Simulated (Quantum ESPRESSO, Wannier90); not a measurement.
**Wannierisation of RbH$_{2}$N (P2₁/m)**

Materials Project entry mp-697144; symmetrised, unrelaxed at this level. Not found in the COD (Crystallography Open Database) copy used; not checked further. Method: LDA plane waves in Quantum ESPRESSO 7.5 (PseudoDojo norm-conserving files, 68 Ry, no spin polarisation, no spin-orbit coupling), Bloch states on a 6×8×6 mesh through Γ, Wannier90 4.0.1. Density: 6×8×6 mesh, cold smearing 0.01 Ry.

On the energy scale of pw.x, whose zero is arbitrary, the valence-band maximum lies at 3.03 eV.

Input w.win:

```
num_bands = 8
num_wann = 8
exclude_bands = 1-2,5-10,17-31
num_iter = 1000
conv_tol = 1.0e-6
conv_window = 4
write_hr = true
write_u_matrices = true
begin projections
N: sp3
end projections
begin unit_cell_cart
ang
    4.8411500000    0.0000000000    0.0000000000
    0.0000000000    3.9472600000    0.0000000000
   -0.9943160000    0.0000000000    6.3345980000
end unit_cell_cart
begin atoms_frac
Rb   0.2039900000  0.2500000000  0.3014100000
Rb  -0.2039900000 -0.2500000000 -0.3014100000
H    0.3363700000  0.4502900000 -0.1305000000
H   -0.3363700000 -0.4502900000  0.1305000000
H   -0.3363700000 -0.0497100000  0.1305000000
H    0.3363700000  0.0497100000 -0.1305000000
N    0.2896700000  0.2500000000 -0.2319000000
N   -0.2896700000 -0.2500000000  0.2319000000
end atoms_frac
mp_grid = 6 8 6
begin kpoints
0.0000000000 0.0000000000 0.0000000000
0.0000000000 0.0000000000 0.1666666667
0.0000000000 0.0000000000 0.3333333333
... (285 more lines: the 6x8x6 mesh through Gamma)
end kpoints
```

Input of pw2wannier90.x that gives the overlap and projection files (equivalent; here they were cut from one run over all bands):

```
&inputpp
  outdir = './out'
  prefix = 'pwscf'
  seedname = 'w'
  write_amn = .true.
  write_mmn = .true.
/
```

Output w.wout (banner and timings cut):

```
                                    ------
                                    SYSTEM
                                    ------

                              Lattice Vectors (Ang)
                    a_1     4.841150   0.000000   0.000000
                    a_2     0.000000   3.947260   0.000000
                    a_3    -0.994316   0.000000   6.334598

                   Unit Cell Volume:     121.04959  (Ang^3)

                        Reciprocal-Space Vectors (Ang^-1)
                    b_1     1.297870  -0.000000   0.203721
                    b_2     0.000000   1.591784  -0.000000
                    b_3     0.000000   0.000000   0.991884

 *----------------------------------------------------------------------------*
 |   Site       Fractional Coordinate          Cartesian Coordinate (Ang)     |
 +----------------------------------------------------------------------------+
 | rb   1   0.20399   0.25000   0.30141   |    0.68785   0.98681   1.90931    |
 | rb   2  -0.20399  -0.25000  -0.30141   |   -0.68785  -0.98681  -1.90931    |
 | h    1   0.33637   0.45029  -0.13050   |    1.75818   1.77741  -0.82667    |
 | h    2  -0.33637  -0.45029   0.13050   |   -1.75818  -1.77741   0.82667    |
 | h    3  -0.33637  -0.04971   0.13050   |   -1.75818  -0.19622   0.82667    |
 | h    4   0.33637   0.04971  -0.13050   |    1.75818   0.19622  -0.82667    |
 | n    1   0.28967   0.25000  -0.23190   |    1.63292   0.98681  -1.46899    |
 | n    2  -0.28967  -0.25000   0.23190   |   -1.63292  -0.98681   1.46899    |
 *----------------------------------------------------------------------------*
                                ------------
                                K-POINT GRID
                                ------------

             Grid size =  6 x  8 x  6      Total points =  288

 *---------------------------------- MAIN ------------------------------------*
 |  Number of Wannier Functions               :                 8             |
 |  Number of Objective Wannier Functions     :                 8             |
 |  Number of input Bloch states              :                 8             |
 |  Output verbosity (1=low, 5=high)          :                 1             |
 |  Timing Level (1=low, 5=high)              :                 1             |
 |  Optimisation (0=memory, 3=speed)          :                 3             |
 |  Length Unit                               :               Ang             |
 |  Post-processing setup (write *.nnkp)      :                 F             |
 |  Using Gamma-only branch of algorithms     :                 F             |
 *----------------------------------------------------------------------------*
 *------------------------------- WANNIERISE ---------------------------------*
 |  Total number of iterations                :              1000             |
 |  Number of CG steps before reset           :                 5             |
 |  Trial step length for line search         :             2.000             |
 |  Convergence tolerence                     :         0.100E-05             |
 |  Convergence window                        :                 4             |
 |  Iterations between writing output         :                 1             |
 |  Iterations between backing up to disk     :               100             |
 |  Write r^2_nm to file                      :                 F             |
 |  Write xyz WF centres to file              :                 F             |
 |  Write on-site energies <0n|H|0n> to file  :                 F             |
 |  Use guiding centre to control phases      :                 F             |
 |  Use phases for initial projections        :                 F             |
 *----------------------------------------------------------------------------*
 *-------------------------------- PLOTTING ----------------------------------*
 |  Plotting Hamiltonian in WF basis          :                 T             |
 *----------------------------------------------------------------------------*

       ... (k-mesh section left out)

 Starting a new Wannier90 calculation ...

 Reading overlaps from w.mmn

 Reading projections from w.amn

 *------------------------------- WANNIERISE ---------------------------------*
 +--------------------------------------------------------------------+<-- CONV
 | Iter  Delta Spread     RMS Gradient      Spread (Ang^2)            |<-- CONV
 +--------------------------------------------------------------------+<-- CONV

 ------------------------------------------------------------------------------
 Initial State
  WF centre and spread    1  (  1.844665,  1.327109, -1.126324 )     1.12109587
  WF centre and spread    2  (  1.871577,  0.832157, -1.597716 )     1.32069506
  WF centre and spread    3  (  1.424499,  1.107469, -1.587254 )     1.32006718
  WF centre and spread    4  (  1.466001,  0.680638, -1.151408 )     1.18089724
  WF centre and spread    5  ( -1.424499, -0.866161,  1.587254 )     1.32006718
  WF centre and spread    6  ( -1.466001, -1.292992,  1.151408 )     1.18089724
  WF centre and spread    7  ( -1.844665, -0.646521,  1.126324 )     1.12109587
  WF centre and spread    8  ( -1.871577, -1.141473,  1.597716 )     1.32069506
  Sum of centres and spreads ( -0.000000,  0.000225,  0.000000 )     9.88551070

      0     0.989E+01     0.0000000000        9.8855106874  <-- CONV
        O_D=      0.0045422 O_OD=      1.3584627 O_TOT=      9.8855107 <-- SPRD
 ------------------------------------------------------------------------------
      1    -0.175E-01     0.0844376607        9.8680530564  <-- CONV
        O_D=      0.0009168 O_OD=      1.3446305 O_TOT=      9.8680531 <-- SPRD
      2    -0.662E-02     0.0507271384        9.8614370435  <-- CONV
        O_D=      0.0014457 O_OD=      1.3374855 O_TOT=      9.8614370 <-- SPRD
      3    -0.149E-01     0.0767315196        9.8465044452  <-- CONV
        O_D=      0.0030158 O_OD=      1.3209828 O_TOT=      9.8465044 <-- SPRD
      4    -0.217E-01     0.1210794564        9.8248337159  <-- CONV
        O_D=      0.0064936 O_OD=      1.2958343 O_TOT=      9.8248337 <-- SPRD
      5    -0.316E-01     0.1536460181        9.7932424716  <-- CONV
        O_D=      0.0131689 O_OD=      1.2575677 O_TOT=      9.7932425 <-- SPRD
       ... (lines left out)
    100    -0.733E-03     0.0254675286        9.2673804468  <-- CONV
        O_D=      0.0007900 O_OD=      0.7440847 O_TOT=      9.2673804 <-- SPRD
       ... (lines left out)
    200    -0.547E-04     0.0082146943        9.2468407346  <-- CONV
        O_D=      0.0006259 O_OD=      0.7237090 O_TOT=      9.2468407 <-- SPRD
       ... (lines left out)
    300    -0.188E-05     0.0015585125        9.2452503591  <-- CONV
        O_D=      0.0006195 O_OD=      0.7221250 O_TOT=      9.2452504 <-- SPRD
       ... (lines left out)
    372    -0.613E-06     0.0008910773        9.2449887907  <-- CONV
        O_D=      0.0006211 O_OD=      0.7218619 O_TOT=      9.2449888 <-- SPRD
    373    -0.607E-06     0.0010626291        9.2449881837  <-- CONV
        O_D=      0.0006210 O_OD=      0.7218613 O_TOT=      9.2449882 <-- SPRD
    374    -0.898E-06     0.0008842346        9.2449872860  <-- CONV
        O_D=      0.0006211 O_OD=      0.7218604 O_TOT=      9.2449873 <-- SPRD
             <<<     Delta < 1.000E-06  over  4 iterations     >>>
             <<< Wannierisation convergence criteria satisfied >>>
 Final State
  WF centre and spread    1  (  1.703278,  1.440679, -1.089263 )     0.98018925
  WF centre and spread    2  (  1.920412,  0.986722, -1.706510 )     1.32620056
  WF centre and spread    3  (  1.278439,  0.986909, -1.578956 )     1.33593356
  WF centre and spread    4  (  1.703049,  0.532951, -1.089221 )     0.98017027
  WF centre and spread    5  ( -1.278439, -0.986721,  1.578956 )     1.33593357
  WF centre and spread    6  ( -1.703049, -1.440679,  1.089221 )     0.98017027
  WF centre and spread    7  ( -1.703278, -0.532951,  1.089263 )     0.98018926
  WF centre and spread    8  ( -1.920412, -0.986908,  1.706510 )     1.32620056
  Sum of centres and spreads ( -0.000000,  0.000000,  0.000000 )     9.24498730

         Spreads (Ang^2)       Omega I      =     8.522505817
        ================       Omega D      =     0.000621085
                               Omega OD     =     0.721860384
    Final Spread (Ang^2)       Omega Total  =     9.244987286
```
